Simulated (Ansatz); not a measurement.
FeBiO$_{3}$:
```
CELL_PARAMETERS angstrom
     -2.86714     3.69433     2.99090
      2.86714    -3.69433     2.99090
      2.86714     3.69433    -2.99090
ATOMIC_POSITIONS crystal
  Bi 0.86378 0.11378 0.75000
  Fe 0.04528 0.54528 0.50000
  O  0.22714 0.47714 0.75000
  O  0.73011 0.46061 0.73050
  O  0.73011 0.99961 0.26950
  Bi 0.36378 0.11378 0.25000
  Fe 0.54528 0.54528 0.00000
  O  0.72714 0.47714 0.25000
  O  0.23011 0.46061 0.23050
  O  0.23011 0.99961 0.76950
```
The run is spin-polarised; directions of the spins, atom by atom: 0 ↑ 0 0 0 0 ↓ 0 0 0.

Tensor components refer to the Cartesian frame of this cell.

**Question.** Give the high-frequency dielectric tensor and the Born effective charge tensors of the independent atoms from DFPT, DFT-PBEsol in the program Ansatz with PAW potentials.

**Answer.** 
ε∞:
```
12.0  0.00  0.00
0.00  17.3  0.00
0.00  0.00  9.12
```
Z* of atom 1 (Bi), rows: field, columns: displacement, in e:
```
4.35  0.00  0.00
0.00  5.87  0.00
0.00  0.00  3.40
```
Z* of atom 2 (Fe), rows: field, columns: displacement, in e:
```
4.48  0.00  0.00
0.00  3.84  0.00
0.00  0.00  3.05
```
Z* of atom 3 (O), rows: field, columns: displacement, in e:
```
-1.66   0.00   0.00
 0.00  -3.29   0.00
 0.00   0.00  -2.48
```
Z* of atom 4 (O), rows: field, columns: displacement, in e:
```
-3.59   0.00   0.53
 0.00  -3.21   0.00
 0.55   0.00  -1.99
```

Space group Amm2. The start of the workflow was typed in or built on a structure type; neither database checked (COD, Materials Project) lists it. It is not the phase usual at ambient conditions (space group No. 161). The cell was relaxed with PBEsol under the symmetry of its start, as lowered by the spin order; whether a distortion lowers the energy is not shown. The final state is antiferromagnetic, chosen from 5 collinear starts compared on coarse meshes (ties went to the first, and starts can fall back to one state), not a proven ground state. No Hubbard U is applied. Spin–orbit coupling is left out wherever it is not named.

Potentials: the later of the program's two PAW sets.
